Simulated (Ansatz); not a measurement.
Ir:
```xyz
1
Lattice="0.0000 1.9203 1.9203 1.9203 0.0000 1.9203 1.9203 1.9203 0.0000" Properties=species:S:1:pos:R:3 pbc="T T T"
Ir     0.0000     0.0000     0.0000
```

Relaxed with PBE+D3(BJ). Special points in fractions of this cell's reciprocal vectors: Γ (0.000, 0.000, 0.000); X (0.500, 0.000, 0.500); U (0.625, 0.250, 0.625); K (0.375, 0.375, 0.750); L (0.500, 0.500, 0.500); W (0.500, 0.250, 0.750).

Problem. List the band energies nearest the Fermi level at these points for PBE+D3(BJ) in the plane-wave PAW code Ansatz.

Solution. In eV from the Fermi level; about four levels below and three above (degenerate sets whole), none deeper than 8.9 eV; … stands for higher levels left out; points with the same levels are listed once.

```json
[
 {"k": "Γ", "below": "-3.92 -3.92 -3.92 -1.23 -1.23", "above": "…"},
 {"k": "X", "below": "-7.95 -7.37", "above": "0.84 1.45 1.45"},
 {"k": "U", "below": "-6.98 -6.02 -2.93 -0.93", "above": "0.58 6.22 …"},
 {"k": "L", "below": "-8.13 -4.03 -4.03 -0.81", "above": "0.87 0.87 …"},
 {"k": "W", "below": "-6.30 -4.91 -4.91 -1.85", "above": "1.46 8.11 …"}
]
```

Space group Fm-3m (fcc (Cu type)). The cell was relaxed with PBE+D3(BJ) under the symmetry of its start. No spin polarisation was allowed. The pairwise dispersion correction was not fitted to metals. Spin–orbit coupling is left out wherever it is not named.

Potentials: the later of the program's two PAW sets.
